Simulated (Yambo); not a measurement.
## Convergence of the G0W0 gap of NaAuO2

G0W0@PBEsol for NaAuO2 (space group C2/m, No. 12) in Yambo. Reference settings: 4×4×2 Γ-centred k mesh, bands 11 to 216 and a 8 Ry block in the screening, 216 bands in G with the Bruneval-Gonze terminator, plasmon pole fitted at 27.2 eV. The PBEsol gap (0.25, -0.25, 0) → (0, 0.25, -0.5) on this mesh is 1.47 eV; G0W0 gaps are taken between the same points.

```json
[
 {"change from the reference": "reference settings", "G0W0 gap (0.25, -0.25, 0) → (0, 0.25, -0.5) (eV)": "3.35", "shift of the valence edge (eV)": "-0.69", "rough Yambo cost": "1"},
 {"change from the reference": "92 bands in W, 92 bands in G", "G0W0 gap (0.25, -0.25, 0) → (0, 0.25, -0.5) (eV)": "3.43", "shift of the valence edge (eV)": "-0.53", "rough Yambo cost": "about 1/3"},
 {"change from the reference": "92 bands in G", "G0W0 gap (0.25, -0.25, 0) → (0, 0.25, -0.5) (eV)": "3.38", "shift of the valence edge (eV)": "-0.69", "rough Yambo cost": "–"},
 {"change from the reference": "144 bands in G", "G0W0 gap (0.25, -0.25, 0) → (0, 0.25, -0.5) (eV)": "3.35", "shift of the valence edge (eV)": "-0.69", "rough Yambo cost": "–"},
 {"change from the reference": "110 bands in W", "G0W0 gap (0.25, -0.25, 0) → (0, 0.25, -0.5) (eV)": "3.39", "shift of the valence edge (eV)": "-0.59", "rough Yambo cost": "about 1/2"},
 {"change from the reference": "7 Ry block", "G0W0 gap (0.25, -0.25, 0) → (0, 0.25, -0.5) (eV)": "3.33", "shift of the valence edge (eV)": "-0.66", "rough Yambo cost": "within a factor of two"},
 {"change from the reference": "2 Ry block", "G0W0 gap (0.25, -0.25, 0) → (0, 0.25, -0.5) (eV)": "3.69", "shift of the valence edge (eV)": "-0.89", "rough Yambo cost": "within a factor of two"},
 {"change from the reference": "144 bands in G, no terminator", "G0W0 gap (0.25, -0.25, 0) → (0, 0.25, -0.5) (eV)": "3.37", "shift of the valence edge (eV)": "-0.30", "rough Yambo cost": "–"},
 {"change from the reference": "no terminator", "G0W0 gap (0.25, -0.25, 0) → (0, 0.25, -0.5) (eV)": "3.38", "shift of the valence edge (eV)": "-0.49", "rough Yambo cost": "–"}
]
```

The reference isn't shown to be the converged limit. Costs are rough (shared machines), scaled to the same edge states, and given only for runs that recompute the screening. The mesh misses a band edge: along a dense path the PBEsol gap is 1.30 eV against 1.47 eV on the mesh.

Spin-orbit coupling is included.

Geometry relaxed with PBEsol; primitive cell a = b = 3.6384 Å, c = 6.1449 Å, α = β = 116.24°, γ = 48.91°.

The structure is a Materials Project entry; no match was found in the copy of COD used, and its stability was not checked.

A shift is the quasiparticle energy of the state minus its PBEsol energy.
